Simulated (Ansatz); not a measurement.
This run works on a generated trial structure, not on a known crystal.

Input and command of a plane-wave DFT calculation in Ansatz:

```yaml
crystal:
  lattice:
    - [3.96504705, 0.0, 0.0]
    - [0.03045062, 3.99024406, 0.0]
    - [0.35288159, 0.52777116, 4.51448192]
  atoms:
    - { symbol: Tm, position: [0.97639602, 0.96615499, 0.92031401] }
    - { symbol: B, position: [0.024535, 0.50298297, 0.56884497] }
    - { symbol: B, position: [0.48806199, 0.48658699, 0.88897002] }
    - { symbol: B, position: [0.50358897, 0.039573, 0.571316] }
    - { symbol: Au, position: [0.50741798, 0.51470101, 0.49055299] }
basis:
  ecutwfc: 690
kpoints:
  mp_grid: { grid: [4, 4, 4] }
hamiltonian:
  xc: pbe
  pseudopotentials:
    kind: paw
    azcp: { Tm: "pseudopotentials/pbe/nc/lanthanide_3plus/Tm.nc.azcp" }
scf:
  occupations: { method: gaussian, width: 0.2 }
  lower_state_search: "off"
output:
  forces: true
  stress: true
  eigenvalues: true
relax:
  adjacent_minimum: "off"
  f_tol: 0.08
  max_steps: 16
  cell: { stress_tol: 0.8 }
```

```bash
ansatz run input.yaml --threads 1 --pin off --max-ram 2816MiB --backend cpu --events-out ev --progress --plain --runs-dir out
```

Processor: Intel(R) Xeon(R) Gold 6455B (Sapphire Rapids), 1 thread, on a host shared with other jobs.

Q: How long does it run, and how much memory does it take?

A: About 80 s, peak memory 0.43 GiB. It solves 25 bands at 36 k points (after reduction by symmetry) with about 2755 plane waves (on the last cell), in 90 SCF iterations over 13 ionic steps.

With its 4f electrons in the core of a norm-conserving potential, the lanthanide is trivalent by construction, without f bands, f moments or other valences.
